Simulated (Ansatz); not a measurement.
Ti3Sn: pressure against volume

Ti3Sn, Cmcm, a = 5.692 Å, b = 10.386 Å, c = 4.691 Å. The structure is a Materials Project entry; whether it is the stable form wasn't checked. Ansatz: PBEsol, PAW, 420 eV, Γ-centred 8×8×8 mesh on 8 atoms, Gaussian smearing 0.10 eV; no spin polarisation. Shape and atoms are relaxed at each volume; pressure is positive in compression.

| V (Å³/atom) | P (GPa) |
| --- | --- |
| 16.294 | ? |
| 16.814 | 4.10 |
| 17.334 | 0.01 |
| 17.854 | -3.50 |
| 18.374 | -6.51 |

Take V0 = 17.334 Å³/atom, count pressures from its P0 = 0.01 GPa, fit the third-order Birch–Murnaghan form to the other rows, and predict the missing pressure.

With the Eulerian strain f = ½[(V0/V)^(2/3) − 1] and y = (P − P0)/[3f(1 + 2f)^(5/2)], the form is the line y = B0 + 1.5 B0 (B0′ − 4) f. Rows (f, y): 0.01026, 126.3; -0.00976, 125.9; -0.01905, 125.7. Means f = -0.006183, y = 125.97; Σ(Δf)² = 0.0004487, ΣΔfΔy = 0.009151; the slope is their ratio. y = 126.1 + 20.39 f GPa, so B0 = 126.1 GPa and B0′ = 4 + 2 × (20.39)/(3 × 126.1) = 4.11. At V = 16.294, f = 0.02106, y = 126.53 and P = 8.87 GPa. The run gave 8.86 GPa, so the fit is 0.01 GPa too high, a small miss on the scale of the series. The form still works here, 33 % of the fitted range beyond its end.